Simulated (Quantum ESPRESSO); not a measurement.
TiZnIn2O6, one run as intended and one with a planted mistake

A calculation, not a measurement. The program is pw.x of Quantum ESPRESSO 7.5 (plane-wave density functional theory). The cell is made up: 10 atoms on a corundum lattice, with randomly drawn elements, strain and displacements, not relaxed. PseudoDojo standard norm-conserving files (v0.5 for PBE, v0.4.1 for LDA and PBEsol) set the functional; there is no spin polarisation, spin-orbit coupling or dispersion term, and the masses in the input are unused placeholders.

Intended input:

```
&control calculation='scf', pseudo_dir='./dojo.nc.sr.pbe.v0_5.standard.upf', outdir='./o', disk_io='medium', tprnfor=.true., tstress=.true. /
&system ibrav=0, nat=10, ntyp=4, nbnd=53, ecutwfc=84.00895049, nosym=.true., tot_charge=0,
 occupations='smearing', smearing='fd', degauss=0.0018374661
/
&electrons conv_thr=7.350e-09, electron_maxstep=60, /
ATOMIC_SPECIES
In 1.0 In.upf
O 1.0 O.upf
Ti 1.0 Ti.upf
Zn 1.0 Zn.upf
CELL_PARAMETERS angstrom
2.7151 1.5676 4.7879
-2.7151 1.5676 4.7879
0.0 -3.1351 4.7879
ATOMIC_POSITIONS angstrom
Ti -0.1185 -0.0084 5.148
Zn 0.0055 0.0637 2.0166
In -0.0347 0.0096 9.3538
In 0.1095 0.0108 12.1354
O -1.0645 1.581 8.2507
O -0.9064 -1.8108 8.4158
O 1.9381 0.2904 8.484
O 1.1232 -1.54 5.8844
O 0.796 1.732 6.0764
O -1.8088 -0.0559 5.8866
K_POINTS automatic
5 5 5 1 1 1
```

The log is shortened where brackets say so; the opening notice, blank lines, dates and the lines on written files are dropped, and the path of the files is cut. It prints rydbergs, bohrs and kilobars, and counts compression as positive stress.

Log of the intended run:

```
     Program PWSCF v.7.5
     Parallel version (MPI & OpenMP), running on       1 processor cores
     Number of MPI processes:                 1
     Threads/MPI process:                     1
     [start-up lines left out]
     bravais-lattice index     =            0
     lattice parameter (alat)  =      10.8150  a.u.
     unit-cell volume          =     825.0966 (a.u.)^3
     number of atoms/cell      =           10
     number of atomic types    =            4
     number of electrons       =        94.00
     number of Kohn-Sham states=           53
     kinetic-energy cutoff     =      84.0090  Ry
     charge density cutoff     =     336.0358  Ry
     scf convergence threshold =      7.3E-09
     mixing beta               =       0.7000
     number of iterations used =            8  plain     mixing
     Exchange-correlation= PBE
                           (   1   4   3   4   0   0   0)
     [axes and pseudopotential details left out]
   Cartesian axes
     site n.     atom                  positions (alat units)
         1        Ti     tau(   1) = (  -0.0207058  -0.0014678   0.8995228  )
         2        Zn     tau(   2) = (   0.0009610   0.0111305   0.3523655  )
         3        In     tau(   3) = (  -0.0060632   0.0016774   1.6344126  )
         4        In     tau(   4) = (   0.0191332   0.0018871   2.1204485  )
         5        O      tau(   5) = (  -0.1860027   0.2762520   1.4416653  )
         6        O      tau(   6) = (  -0.1583775  -0.3164056   1.4705136  )
         7        O      tau(   7) = (   0.3386490   0.0507423   1.4824303  )
         8        O      tau(   8) = (   0.1962595  -0.2690880   1.0281958  )
         9        O      tau(   9) = (   0.1390871   0.3026367   1.0617444  )
        10        O      tau(  10) = (  -0.3160561  -0.0097675   1.0285802  )
     number of k points=    63  Fermi-Dirac smearing, width (Ry)=  0.0018
                       cart. coord. in units 2pi/alat
        k(    1) = (   0.0000000   0.0000000   0.1195312), wk =   0.0320000
        k(    2) = (   0.0000000  -0.2433936   0.1992204), wk =   0.0320000
     [further k points left out]
     Dense  grid:    85727 G-vectors     FFT dimensions: (  64,  64,  64)
     Estimated max dynamical RAM per process >     135.96 MB
     Initial potential from superposition of free atoms
     starting charge      93.9905, renormalised to      94.0000
     Starting wfcs are   62 randomized atomic wfcs
     total cpu time spent up to now is       40.2 secs
     per-process dynamical memory:    78.9 Mb
     Self-consistent Calculation
     iteration #  1     ecut=    84.01 Ry     beta= 0.70
     Davidson diagonalization with overlap
     ethr =  1.00E-02,  avg # of iterations =  2.0
     total cpu time spent up to now is      123.7 secs
     total energy              =    -999.51521939 Ry
     estimated scf accuracy    <       3.46527654 Ry
     iteration #  2     ecut=    84.01 Ry     beta= 0.70
     Davidson diagonalization with overlap
     ethr =  3.69E-03,  avg # of iterations =  4.5
     total cpu time spent up to now is      239.5 secs
     total energy              =    -995.16802356 Ry
     estimated scf accuracy    <      47.82075435 Ry
     [iterations 3 to 14 left out]
     iteration # 15     ecut=    84.01 Ry     beta= 0.70
     Davidson diagonalization with overlap
     ethr =  1.12E-10,  avg # of iterations =  2.0
     total cpu time spent up to now is     1337.7 secs
     total energy              =   -1001.35980441 Ry
     estimated scf accuracy    <       0.00000002 Ry
     iteration # 16     ecut=    84.01 Ry     beta= 0.70
     Davidson diagonalization with overlap
     ethr =  2.12E-11,  avg # of iterations =  2.2
     total cpu time spent up to now is     1418.7 secs
     End of self-consistent calculation
     [lines on levels left out]
!    total energy              =   -1001.35980441 Ry
     estimated scf accuracy    <          9.4E-10 Ry
     smearing contrib. (-TS)   =      -0.00000000 Ry
     internal energy E=F+TS    =   -1001.35980441 Ry
     The total energy is F=E-TS. E is the sum of the following terms:
     one-electron contribution =    -489.80269883 Ry
     hartree contribution      =     303.12392378 Ry
     xc contribution           =    -193.00603935 Ry
     ewald contribution        =    -621.67499001 Ry
     convergence has been achieved in  16 iterations
     Forces acting on atoms (cartesian axes, Ry/au):
     atom    1 type  3   force =     0.02997630   -0.00439960   -0.08397998
     atom    2 type  4   force =     0.01345358    0.00138773    0.02569859
     atom    3 type  1   force =     0.01557542   -0.00961259   -0.15954450
     atom    4 type  1   force =    -0.08995612    0.03986138    0.13636224
     atom    5 type  2   force =    -0.03679747    0.00087624    0.03785143
     atom    6 type  2   force =     0.08868960    0.00895458    0.05644588
     atom    7 type  2   force =     0.02384109   -0.01084505    0.01939847
     atom    8 type  2   force =    -0.09799448    0.06466864    0.03228116
     atom    9 type  2   force =     0.01734945   -0.10487555   -0.08901310
     atom   10 type  2   force =     0.03586264    0.01398423    0.02449981
     Total force =     0.337629     Total SCF correction =     0.000108
     Computing stress (Cartesian axis) and pressure
          total   stress  (Ry/bohr**3)                   (kbar)     P=        3.02
  -0.00002474   0.00001849  -0.00025057           -3.64        2.72      -36.86
   0.00001849  -0.00026302   0.00007037            2.72      -38.69       10.35
  -0.00025057   0.00007037   0.00034932          -36.86       10.35       51.39
     init_run     :     37.65s CPU     39.96s WALL (       1 calls)
     electrons    :   1350.71s CPU   1378.61s WALL (       1 calls)
     forces       :      9.34s CPU      9.41s WALL (       1 calls)
     stress       :     34.59s CPU     34.68s WALL (       1 calls)
     [timing details left out]
     PWSCF        :  23m52.76s CPU  24m23.63s WALL
     JOB DONE.
```

A second run has one planted mistake: the cell and the positions are scaled by a wrong factor. The input lines that differ, file-writing options aside:

```
- 2.7151 1.5676 4.7879
+ 2.7344 1.5787 4.8219
- -2.7151 1.5676 4.7879
+ -2.7344 1.5787 4.8219
- 0.0 -3.1351 4.7879
+ 0.0 -3.1574 4.8219
- Ti -0.1185 -0.0084 5.148
+ Ti -0.1193 -0.0085 5.1846
- Zn 0.0055 0.0637 2.0166
+ Zn 0.0055 0.0642 2.0309
- In -0.0347 0.0096 9.3538
+ In -0.0349 0.0097 9.4202
- In 0.1095 0.0108 12.1354
+ In 0.1103 0.0109 12.2216
- O -1.0645 1.581 8.2507
+ O -1.0721 1.5922 8.3093
- O -0.9064 -1.8108 8.4158
+ O -0.9128 -1.8237 8.4756
- O 1.9381 0.2904 8.484
+ O 1.9519 0.2925 8.5442
- O 1.1232 -1.54 5.8844
+ O 1.1312 -1.5509 5.9262
- O 0.796 1.732 6.0764
+ O 0.8017 1.7443 6.1195
- O -1.8088 -0.0559 5.8866
+ O -1.8216 -0.0563 5.9284
```

Its log:

```
     Program PWSCF v.7.5
     Parallel version (MPI & OpenMP), running on       4 processor cores
     Number of MPI processes:                 4
     Threads/MPI process:                     1
     [start-up lines left out]
     bravais-lattice index     =            0
     lattice parameter (alat)  =      10.8918  a.u.
     unit-cell volume          =     842.8062 (a.u.)^3
     number of atoms/cell      =           10
     number of atomic types    =            4
     number of electrons       =        94.00
     number of Kohn-Sham states=           53
     kinetic-energy cutoff     =      84.0090  Ry
     charge density cutoff     =     336.0358  Ry
     scf convergence threshold =      7.3E-09
     mixing beta               =       0.7000
     number of iterations used =            8  plain     mixing
     Exchange-correlation= PBE
                           (   1   4   3   4   0   0   0)
     [axes and pseudopotential details left out]
   Cartesian axes
     site n.     atom                  positions (alat units)
         1        Ti     tau(   1) = (  -0.0206986  -0.0014748   0.8995302  )
         2        Zn     tau(   2) = (   0.0009543   0.0111387   0.3523620  )
         3        In     tau(   3) = (  -0.0060552   0.0016830   1.6344084  )
         4        In     tau(   4) = (   0.0191371   0.0018912   2.1204524  )
         5        O      tau(   5) = (  -0.1860098   0.2762473   1.4416668  )
         6        O      tau(   6) = (  -0.1583712  -0.3164127   1.4705200  )
         7        O      tau(   7) = (   0.3386554   0.0507489   1.4824221  )
         8        O      tau(   8) = (   0.1962636  -0.2690818   1.0281980  )
         9        O      tau(   9) = (   0.1390953   0.3026367   1.0617357  )
        10        O      tau(  10) = (  -0.3160483  -0.0097681   1.0285797  )
     number of k points=    63  Fermi-Dirac smearing, width (Ry)=  0.0018
                       cart. coord. in units 2pi/alat
        k(    1) = (   0.0000000   0.0000000   0.1195312), wk =   0.0320000
        k(    2) = (   0.0000000  -0.2433933   0.1992187), wk =   0.0320000
     [further k points left out]
     Dense  grid:    87653 G-vectors     FFT dimensions: (  64,  64,  64)
     Estimated max dynamical RAM per process >     280.19 MB
     Estimated total dynamical RAM >       1.03 GB
     Initial potential from superposition of free atoms
     starting charge      93.9905, renormalised to      94.0000
     Starting wfcs are   62 randomized atomic wfcs
     total cpu time spent up to now is        7.5 secs
     per-process dynamical memory:   223.1 Mb
     Self-consistent Calculation
     iteration #  1     ecut=    84.01 Ry     beta= 0.70
     Davidson diagonalization with overlap
     ethr =  1.00E-02,  avg # of iterations =  2.0
     total cpu time spent up to now is       22.1 secs
     total energy              =    -999.47340607 Ry
     estimated scf accuracy    <       3.51417142 Ry
     iteration #  2     ecut=    84.01 Ry     beta= 0.70
     Davidson diagonalization with overlap
     ethr =  3.74E-03,  avg # of iterations =  4.8
     total cpu time spent up to now is       43.4 secs
     total energy              =    -995.10247920 Ry
     estimated scf accuracy    <      49.42019619 Ry
     [iterations 3 to 14 left out]
     iteration # 15     ecut=    84.01 Ry     beta= 0.70
     Davidson diagonalization with overlap
     ethr =  8.71E-11,  avg # of iterations =  2.7
     total cpu time spent up to now is      239.7 secs
     total energy              =   -1001.35816996 Ry
     estimated scf accuracy    <       0.00000001 Ry
     iteration # 16     ecut=    84.01 Ry     beta= 0.70
     Davidson diagonalization with overlap
     ethr =  1.27E-11,  avg # of iterations =  3.1
     total cpu time spent up to now is      254.9 secs
     End of self-consistent calculation
     [lines on levels left out]
!    total energy              =   -1001.35816996 Ry
     estimated scf accuracy    <          1.1E-09 Ry
     smearing contrib. (-TS)   =      -0.00000000 Ry
     internal energy E=F+TS    =   -1001.35816996 Ry
     The total energy is F=E-TS. E is the sum of the following terms:
     one-electron contribution =    -496.59086609 Ry
     hartree contribution      =     305.39517695 Ry
     xc contribution           =    -192.87122209 Ry
     ewald contribution        =    -617.29125873 Ry
     convergence has been achieved in  16 iterations
     Forces acting on atoms (cartesian axes, Ry/au):
     atom    1 type  3   force =     0.02119576   -0.00656011   -0.08313322
     atom    2 type  4   force =     0.01295090    0.00178681    0.02620154
     atom    3 type  1   force =     0.01337042   -0.00820668   -0.14996388
     atom    4 type  1   force =    -0.08356802    0.03247924    0.12918813
     atom    5 type  2   force =    -0.03435173    0.00110084    0.03656614
     atom    6 type  2   force =     0.08411778    0.00909895    0.05374620
     atom    7 type  2   force =     0.02262771   -0.00766528    0.02285180
     atom    8 type  2   force =    -0.09091423    0.06431957    0.02861400
     atom    9 type  2   force =     0.01415237   -0.09681249   -0.08476020
     atom   10 type  2   force =     0.04041903    0.01045915    0.02068949
     Total force =     0.318641     Total SCF correction =     0.000111
     Computing stress (Cartesian axis) and pressure
          total   stress  (Ry/bohr**3)                   (kbar)     P=      -30.82
  -0.00027883   0.00001842  -0.00024003          -41.02        2.71      -35.31
   0.00001842  -0.00046638   0.00006392            2.71      -68.61        9.40
  -0.00024003   0.00006392   0.00011675          -35.31        9.40       17.17
     init_run     :      7.01s CPU      7.25s WALL (       1 calls)
     electrons    :    246.68s CPU    247.50s WALL (       1 calls)
     forces       :      2.08s CPU      2.09s WALL (       1 calls)
     stress       :      7.08s CPU      7.08s WALL (       1 calls)
     [timing details left out]
     PWSCF        :   4m23.12s CPU   4m24.24s WALL
     JOB DONE.
```

|  | intended run | run with the mistake |
| --- | --- | --- |
| free energy (eV) | -13624.194 | -13624.172 |
| smearing term -TS (eV) | 0.0000 | 0.0000 |
| pressure (GPa) | 0.30 | -3.08 |
| largest force component (eV/Å) | 4.102 | 3.856 |
| largest change of a force component (eV/Å) |  | 0.246 |
| iterations | 16 | 16 |

For scale, a rerun of the intended cell at a cutoff of 1437 eV and k mesh 7 x 7 x 7 moved values by no more than 0.003 eV in energy, 0.04 GPa in stress and 0.002 eV/Å in force.